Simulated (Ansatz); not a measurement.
# ZnS with Cl replacing S: gradients before and after relaxing the atoms

Start: a supercell of ZnS (space group P6_3mc) built from a COD entry (the entry's cell lengths or inner coordinates differ somewhat from later room-temperature determinations), with all atoms left at the host's positions.

Space group P3m1 (No. 156); a = 7.6240, c = 18.6900 Å, γ = 120.00°.

| site | Wyckoff | site symmetry | x | y | z |
| --- | --- | --- | --- | --- | --- |
| Zn1 | 3d | .m. | 0.8333 | 0.6667 | 0.0000 |
| Zn3 | 1b | 3m. | 0.3333 | 0.6667 | 0.0000 |
| Zn5 | 3d | .m. | 0.8333 | 0.6667 | 0.5000 |
| Zn7 | 1b | 3m. | 0.3333 | 0.6667 | 0.5000 |
| Zn9 | 1a | 3m. | 0.0000 | 0.0000 | 0.1667 |
| Zn10 | 3d | .m. | 0.0000 | 0.5000 | 0.1667 |
| Zn13 | 3d | .m. | 0.1667 | 0.8333 | 0.6667 |
| Zn16 | 1c | 3m. | 0.6667 | 0.3333 | 0.6667 |
| Zn17 | 3d | .m. | 0.1667 | 0.8333 | 0.3333 |
| Zn20 | 1c | 3m. | 0.6667 | 0.3333 | 0.3333 |
| Zn21 | 1a | 3m. | 0.0000 | 0.0000 | 0.8333 |
| Zn22 | 3d | .m. | 0.0000 | 0.5000 | 0.8333 |
| S25 | 3d | .m. | 0.8333 | 0.6667 | 0.1250 |
| S27 | 1b | 3m. | 0.3333 | 0.6667 | 0.1250 |
| S29 | 3d | .m. | 0.8333 | 0.6667 | 0.6250 |
| S31 | 1b | 3m. | 0.3333 | 0.6667 | 0.6250 |
| Cl | 1a | 3m. | 0.0000 | 0.0000 | 0.2917 |
| S34 | 3d | .m. | 0.0000 | 0.5000 | 0.2917 |
| S37 | 3d | .m. | 0.1667 | 0.8333 | 0.7917 |
| S40 | 1c | 3m. | 0.6667 | 0.3333 | 0.7917 |
| S41 | 3d | .m. | 0.1667 | 0.8333 | 0.4583 |
| S44 | 1c | 3m. | 0.6667 | 0.3333 | 0.4583 |
| S45 | 1a | 3m. | 0.0000 | 0.0000 | 0.9583 |
| S46 | 3d | .m. | 0.0000 | 0.5000 | 0.9583 |

One atom of each set is listed.

Method: Kohn–Sham DFT in Ansatz, PBE, plane waves and PAW, scalar-relativistic, 420 eV cutoff, Γ-centred 3×3×1 k-points, Fermi–Dirac smearing 0.01 eV, cell charge +1.

The largest force at the start is 1.6 eV/Å. Relaxing the ions at fixed cell moves them by 0.288 Å at most (atom 9, Zn) and 0.070 Å rms.

```
site  moved (Å)                  first shell before                   first shell after  V_zz before (10²¹ V/m²)  η before
 Zn1      0.046                  4 S at 2.33–2.34 Å                  4 S at 2.32–2.38 Å                     1.25      0.02
 Zn3      0.049                  4 S at 2.33–2.34 Å                  4 S at 2.32–2.36 Å                     0.74      0.00
 Zn9      0.288       3 S at 2.33 Å, 1 Cl at 2.34 Å       3 S at 2.28 Å, 1 Cl at 2.62 Å                     6.52      0.00
Zn13      0.024                  4 S at 2.33–2.34 Å                  4 S at 2.32–2.34 Å                    -0.20      0.73
Zn17      0.196  3 S at 2.33–2.34 Å, 1 Cl at 2.33 Å  3 S at 2.28–2.31 Å, 1 Cl at 2.53 Å                     5.89      0.21
 S25      0.025                 4 Zn at 2.33–2.34 Å                 4 Zn at 2.28–2.38 Å                     1.76      0.27
 S31      0.025                 4 Zn at 2.33–2.34 Å                 4 Zn at 2.30–2.34 Å                     1.70      0.00
  Cl      0.002                 4 Zn at 2.33–2.34 Å                 4 Zn at 2.53–2.62 Å                    -1.09      0.00
 S34      0.031                 4 Zn at 2.33–2.34 Å                 4 Zn at 2.31–2.35 Å                     3.07      0.44
 S44      0.016                 4 Zn at 2.33–2.34 Å                 4 Zn at 2.29–2.33 Å                     0.60      0.00
```

**Question.** How do the gradients change?

**Answer.** 

```
site  V_zz after  η after  change of V_zz
 Zn1        1.75     0.19           +0.50
 Zn3        1.45     0.00           +0.71
 Zn9       10.78     0.00           +4.26
Zn13       -0.41     0.33           -0.21
Zn17        8.93     0.17           +3.04
 S25        1.43     0.72           -0.33
 S31        1.19     0.00           -0.51
  Cl       -1.54     0.00           -0.45
 S34       -1.35     0.26               –
 S44        0.92     0.00           +0.32
```

The largest change of V_zz along a kept axis is on Zn9, from 6.52 to 10.78. In per cent, |V_zz| changes by +40 to +96 on Zn, -30 to +52 on S, +42 on Cl (all sites that start above 0.5, bar those whose gradient vanishes or changes sign or whose main axis turns by over 40°). Where |V_zz| stays above 0.1 and the axes keep their order, η moves most on S25, from 0.27 to 0.72. On S34 the largest principal value lies along another axis in the second run, so the two V_zz can't be compared directly. The table leaves out 14 of the 24 sites, with |V_zz| up to 2.46; their tensors move by 1.43 at most along any direction. The statements above cover all sites. The host's own positions weren't relaxed first, so part of the change far from the defect can be the host's relaxation.

The defect repeats with the cell of 48 atoms, so it feels its images: sites between two images don't show the values beside a lone defect, and zeros or small values of η there can come from the images' arrangement. S and Zn carry a gradient in the pure host already, so the values there aren't the defect's effect alone. A uniform background compensates the cell's charge.
Before: The neighbours have not yet relaxed around the defect (largest force 1.6 eV/Å), so a real crystal will differ.
After: The relaxation keeps the site symmetry 3m of the start, so the impurity can move only along its axis; a start off the site could end lower.
